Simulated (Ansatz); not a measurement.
Relaxed-ion elastic tensor of SnGe (rock salt, space group No. 225) in GPa (Voigt order), PBE (plane waves, PAW; program Ansatz); density 6.51 g/cm³, 24.41 Å³ per atom.

```
 124  22.0  22.0   0.0   0.0   0.0
22.0   124  22.0   0.0   0.0   0.0
22.0  22.0   124   0.0   0.0   0.0
 0.0   0.0   0.0   6.8   0.0   0.0
 0.0   0.0   0.0   0.0   6.8   0.0
 0.0   0.0   0.0   0.0   0.0   6.8
```

Is the crystal mechanically stable?

Yes: the smallest eigenvalue of C is 6.8 GPa.

Work out the Voigt, Reuss and Hill averages.

K_V = 56.0, K_R = 56.0, K_H = 56.0; G_V = 24.5, G_R = 10.5, G_H = 17.5 GPa.

Give Young's modulus, Poisson's ratio, Pugh's ratio and the universal anisotropy index.

E = 9KG/(3K + G) = 47.5 GPa; ν = 0.36; K/G = 3.20 (ductile by the Pugh limit of 1.75); A_U = 5G_V/G_R + K_V/K_R − 6 = 6.74.

Estimate the sound speeds and the Debye temperature.

v_l = √((K + 4G/3)/ρ) = 3490 m/s, v_t = √(G/ρ) = 1640 m/s, mean 1850 m/s; Θ = (h/k)(3n/4πV)^(1/3) v_m = 189 K.

Give the Zener ratio and Young's modulus along [100], [110] and [111].

A = 2C44/(C11 − C12) = 0.13; 1/E = S11 − 2(S11 − S12 − S44/2)Γ with Γ = 0, 1/4, 1/3 gives 118, 24.9, 19.7 GPa.

Solve the Christoffel equation for the three sound speeds along [100], [110], [111].

Eigenvalues of C_ijkl n_j n_l equal ρv². In km/s, slowest first: [100] 1.02, 1.02, 4.37; [110] 1.02, 2.80, 3.50; [111] 2.36, 2.36, 3.16.

Space group Fm-3m (rock salt). The cell is a constructed one: a structure type filled with these elements; neither database checked (COD, Materials Project) lists it. Its standing as an ambient phase is unchecked. The PBE relaxation kept the symmetry of its start; of distortions, only those at the zone centre were tested. As this level gives no gap, shear constants depend on the k-mesh and smearing (Fermi–Dirac, 0.1 eV here). Scalar-relativistic: spin–orbit coupling is off unless named, which matters more the heavier the elements.

Potentials: the later of the program's two PAW sets.
